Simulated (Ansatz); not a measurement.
TaTe (CsCl type, Pm-3m), the program Ansatz at the PBEsol level (PAW), all energies at zero smearing, with the estimated change up to a 700 eV cutoff added, with one set of potentials and settings (totals compare only within such a set). Cell of 2 atoms (1 Ta, 1 Te): -16707.820 eV.

```tsv
element	reference phase	E (eV/atom)
Ta	Im-3m, 1 atoms in the cell	-9806.5011
Te	P3_121, 3 atoms in the cell	-6901.5142
```

Formation energy per atom, worked out: (-16707.820 − 1×(-9806.5011) − 1×(-6901.5142))/2 = 0.097 eV/atom (9 kJ per mol of atoms), at 0 K, without zero-point energy or fitted corrections.

The start of the workflow was typed in or built on a structure type; neither database checked (COD, Materials Project) lists it. Whether it is the stable phase at ambient conditions was not checked. Symmetry was held in the PBEsol relaxation; its stability against distortions is not shown here. The run is not spin-polarised. The references are the lowest solids computed at this level, not always the standard phases. Scalar-relativistic: spin–orbit coupling is off unless named, which matters more the heavier the elements.

Potentials: the later of the program's two PAW sets.
